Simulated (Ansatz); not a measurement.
ZnCu (CsCl type), scan of one atom of the cell

Relaxed ZnCu (CsCl type):

```xyz
4
Lattice="5.9276 0.0000 0.0000 0.0000 2.9638 0.0000 0.0000 0.0000 2.9638" Properties=species:S:1:pos:R:3 pbc="T T T"
Zn     0.0000     0.0000     0.0000
Zn     2.9638     0.0000     0.0000
Cu     1.4819     1.4819     1.4819
Cu     4.4457     1.4819     1.4819
```

In this cell atom 3 (Cu, nearest neighbour Zn at 2.567 Å; its periodic images, 3.0 Å or more away, move with it) is moved by s along Cartesian [111], unit vector (0.577, 0.577, 0.577); all other atoms and the cell stay fixed.

All values below come from PBE (plane waves to 420 eV, PAW, scalar-relativistic; Ansatz, a first-principles code). k mesh 7×13×13 (Γ-centred), Fermi-Dirac smearing 0.05 eV. Energies are smeared free energies. Compression counts positive. Left out: 2 of 11 points, with atoms too close for the PAW data. With partly filled bands, energies and forces of such displacements shift with the k mesh and the smearing. F∥ is the force on the atom along that direction. F⊥ is the part of the force across the line. ZnCu is run without spin polarisation. ZnCu was relaxed with its symmetry unable to fall. ΔE is measured from the undisplaced structure.

| s (Å) | ΔE (eV/cell) | F∥ (eV/Å) | P (GPa) | |F⊥| (eV/Å) |
|---|---|---|---|---|
| -0.616 | 1.427 | 6.877 | 13.8 | 0.168 |
| -0.462 | 0.647 | 3.591 | 6.9 | 0.102 |
| -0.308 | 0.245 | 1.799 | 2.8 | 0.056 |
| -0.154 | 0.056 | 0.747 | 0.7 | 0.024 |
| 0.000 | 0.000 | 0.000 | 0.0 | 0.000 |
| 0.154 | 0.056 | -0.747 | 0.7 | 0.024 |
| 0.308 | 0.245 | -1.799 | 2.8 | 0.056 |
| 0.462 | 0.647 | -3.591 | 6.9 | 0.102 |
| 0.616 | 1.427 | -6.877 | 13.8 | 0.168 |

Derived quantities:

| Item | Result |
|---|---|
| Energy at s = 0.616 Å | 1427 meV/cell |
| Force along the line at s = -0.616 Å | 6.88 eV/Å |
| Symmetry of the curve | even: the same for both signs |
| Shape of the curve | a single well with its minimum at or next to zero displacement |
| Force constant k = d²E/ds² at s = 0 (finite differences) | 4.52 eV/Å² |
| Harmonic estimate at the end of the scan | ½ks² = 857 meV/cell against the computed 1427 meV/cell, so the well is stiffer than harmonic there |

The 11 points together took about 9 core-minutes (a rough figure).

(For displaced atoms, the force is minus the slope of the energy, and its curvature is a force constant, which sets phonon frequencies.)
